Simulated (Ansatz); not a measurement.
BaTiO3:
Space group Pm-3m (No. 221); a = b = c = 3.935 Å, α = β = γ = 90.00°

```json
[
 {"atom": "Ba", "site": "1b", "symmetry": "m-3m", "x": "0.5000", "y": "0.5000", "z": "0.5000"},
 {"atom": "Ti", "site": "1a", "symmetry": "m-3m", "x": "0.0000", "y": "0.0000", "z": "0.0000"},
 {"atom": "O", "site": "3d", "symmetry": "4/mm.m", "x": "0.0000", "y": "0.0000", "z": "0.5000"}
]
```

Relaxed with LDA.

**Question.** Decompose the optical modes at the zone centre into irreducible representations, and say which are infrared and Raman allowed.

**Answer.** Point group m-3m: Γ_opt = 3T1u + T2u. Infrared: T1u. Raman: none.

**Question.** Assign frequencies (DFPT, LDA (plane waves, PAW; program Ansatz); without the LO–TO term).

**Answer.** T1u 154i, T1u 180, T2u 283, T1u 480 cm⁻¹.

This is a known high-temperature phase of the composition, computed here at zero pressure and temperature. The cell was relaxed with LDA under the symmetry of its start. At this level the phase is dynamically unstable (imaginary phonons). No spin polarisation was allowed. Scalar-relativistic: spin–orbit coupling is off unless named, which matters more the heavier the elements.

Potentials: the earlier of the program's two PAW sets.
